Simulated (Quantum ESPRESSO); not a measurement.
# Kohn-Sham bands of MgS (zinc blende)

```xyz
2
Lattice="0.0000 2.8331 2.8331 2.8331 0.0000 2.8331 2.8331 2.8331 0.0000" Properties=species:S:1:pos:R:3 pbc="T T T"
Mg     0.0000     0.0000     0.0000
S      1.4166     1.4166     1.4166
```

Materials Project entry mp-13032; symmetrised, unrelaxed at this level. Not found in the COD (Crystallography Open Database) copy used, which has the formula in other groups; not checked further. Computed values, not measurements, from PBEsol: Quantum ESPRESSO (norm-conserving PseudoDojo potentials, cutoff 68 Ry, no spin polarisation, no spin-orbit coupling) on a Γ-centred 10×10×10 mesh, then Wannier90. Density: 10×10×10 mesh, cold smearing 0.01 Ry.

List the Kohn-Sham levels between −8 and 6.3 eV relative to the valence-band maximum at the high-symmetry points, as a band run of pw.x on that density gives them (levels within 2 meV counted together).


```csv
point,k (reciprocal lattice),levels (eV)
Γ,0.000 0.000 0.000,"0.00 (×3), 3.27"
X,-0.500 -0.500 0.000,"-2.85, -1.05 (×2), 3.71, 5.53"
U,-0.375 -0.375 0.250,"-2.51, -1.91, -0.82, 4.68"
K,-0.375 0.000 0.375,"-2.51, -1.91, -0.82, 4.68"
L,0.000 0.000 0.500,"-3.18, -0.33 (×2), 4.97"
W,-0.500 -0.250 0.250,"-2.32, -1.86, -1.35, 5.38"
```
